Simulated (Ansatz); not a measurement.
## Formation energy of FeSb (rocksalt structure)

Level of theory: DFT, PBEsol, scalar-relativistic, collinear spin; plane waves to 420 eV with PAW datasets (Ansatz 0.2.0), Γ-centred 10×10×10 mesh, 0.05 eV Gaussian smearing. The datasets are Ansatz's generated set soft_2.

The cell came from substitution into a structure type; whether the compound takes it is for experiment to say.

Symmetry: Fm-3m, No. 225, cubic system. The conventional cell has a = 5.266 Å, b = 5.266 Å, c = 5.266 Å, α = 90.00°, β = 90.00°, γ = 90.00°. Fe (site symmetry m-3m) is surrounded by 6 Sb at 2.63 Å. Sb (site symmetry m-3m) has 6 Fe at 2.63 Å as nearest neighbours. (Neighbours are counted to 15 % beyond the shortest distance.)

The elements were computed in their standard states with the same datasets, cutoff and functional. The compound's run is ferromagnetic, with site spin moments Fe 2.31 μB. Absolute energies hang on the potentials; compare differences alone.

Energy of the relaxed cell (2 atoms, smearing extrapolated to zero): -10856.054 eV. Elements, in eV/atom: Fe -4448.849, Sb -6408.086.

What is the formation energy?

[-10856.054 − (1 × -4448.849 + 1 × -6408.086)] / 2 = 0.44 eV/atom, or 43 kJ per mole of atoms.

The value is for 0 K, without zero-point energy. A positive value means that this structure is unstable even against the elements at this level.

Scalar-relativistic only: spin–orbit splittings of the heavy atoms' levels are missing. Site moments are of spin, integrated over atomic spheres. No antiparallel order was tried.
